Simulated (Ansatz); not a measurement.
Starting cell, Au (fcc, Cu type):

```xyz
4
Lattice="4.1573 0.0000 0.0000 0.0000 4.1573 0.0000 0.0000 0.0000 4.1573" Properties=species:S:1:pos:R:3 pbc="T T T"
Au     0.0000     0.0000     0.0000
Au     2.0786     2.0786     0.0000
Au     2.0786     0.0000     2.0786
Au     0.0000     2.0786     2.0786
```

In this cell atom 3 (Au, nearest neighbour Au at 2.940 Å; its periodic images, 4.2 Å or more away, move with it) is moved by u·(0.707, 0.707, 0.000) + v·(0.000, 0.000, 1.000); the rest is frozen.

Computed with PBE (plane waves to 420 eV, PAW, scalar-relativistic; Ansatz, a first-principles code). k mesh 9×9×9 (Γ-centred), Fermi-Dirac smearing 0.05 eV. Points where atoms come too close for the PAW data are left out (x in tables, blank in figures). With partly filled bands, energies and forces of such displacements shift with the k mesh and the smearing. Fu and Fv are the components of the force on the atom. Au was relaxed with its symmetry unable to fall. Spin-orbit coupling is left out, though Au is heavy. The PAW data are Ansatz's earlier set. 

### Question
What Fv (eV/Å) does the calculation give at all points of the grid u = -0.970, -0.485, 0.000, 0.485, 0.970 by v = -0.970, -0.485, 0.000, 0.485, 0.970?

### Answer
Fv (eV/Å), with u across and v down:

```
v \ u   -0.970  -0.485  0.000   0.485  0.970
------  ------  ------  -----  ------  -----
-0.970       x   18.05   9.46   18.05      x
-0.485       x    5.81   3.40    5.81      x
0.000        x    0.00   0.00    0.00      x
0.485        x   -5.81  -3.40   -5.81      x
0.970        x  -18.05  -9.46  -18.05      x
```

(A displaced cell: forces are minus the slopes of the energy, force constants its curvatures, and phonons follow from these.)
